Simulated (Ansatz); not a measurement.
Consider the following.

AlAs:
```xyz
2
Lattice="0.0000 2.8144 2.8144 2.8144 0.0000 2.8144 2.8144 2.8144 0.0000" Properties=species:S:1:pos:R:3 pbc="T T T"
Al     0.0000     0.0000     0.0000
As     1.4072     1.4072     1.4072
```

This is the LDA-relaxed structure.

Task: All from DFT-LDA in the program Ansatz with PAW potentials, unless another level is named. Estimate the Young's modulus.

Result: 105 GPa.

Task: Give the highest zone-centre frequency (without LO–TO term).

Result: 358 cm^-1.

Task: What about the zero-point energy?

Result: 44.0 meV/atom.

Space group F-43m (zinc blende). The cell was relaxed with LDA under the symmetry of its start; phonons on a q-mesh show no instability.

Potentials: the earlier of the program's two PAW sets.
